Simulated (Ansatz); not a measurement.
BeCd₃O₄: rattling a relaxed structure

The structure comes from a generated guess, relaxed at this level; another structure or a mixture of phases may lie lower.

All numbers below come from Ansatz 0.2.0, DFT PBE, scalar-relativistic, plane waves, PAW. Settings: cutoff 420 eV, Γ-centred mesh 8×8×8 on the computed 8-atom cell, Gaussian smearing of 0.10 eV; no spin polarisation.

The cell below (8 atoms, space group P-43m (No. 215)) is relaxed within its symmetry.

```xyz
8
Lattice="4.7772 0.0000 0.0000 0.0000 4.7772 0.0000 0.0000 0.0000 4.7772" Properties=species:S:1:pos:R:3 pbc="T T T"
Be    0.0000    0.0000    0.0000
Cd    0.0000    2.3886    2.3886
Cd    2.3886    2.3886    0.0000
Cd    2.3886    0.0000    2.3886
O     3.7977    3.7977    0.9795
O     3.7977    0.9795    3.7977
O     0.9795    3.7977    3.7977
O     0.9795    0.9795    0.9795
```

For the test it was strained at random (σ = 1.5 % a component), the atoms were moved at random (σ = 0.15 Å), and all was relaxed again on a coarse 4×4×4 mesh (in the run’s order of axes) with 0.20 eV smearing, with no symmetry imposed.

Q: What happens?

A: It returns, within 1 meV/atom of the unmoved cell on that mesh and with the same symmetry when read at 0.1 Å. So it is stable against the distortions that fit this cell and that this random move excites. Modes that don't fit the cell aren't tested.
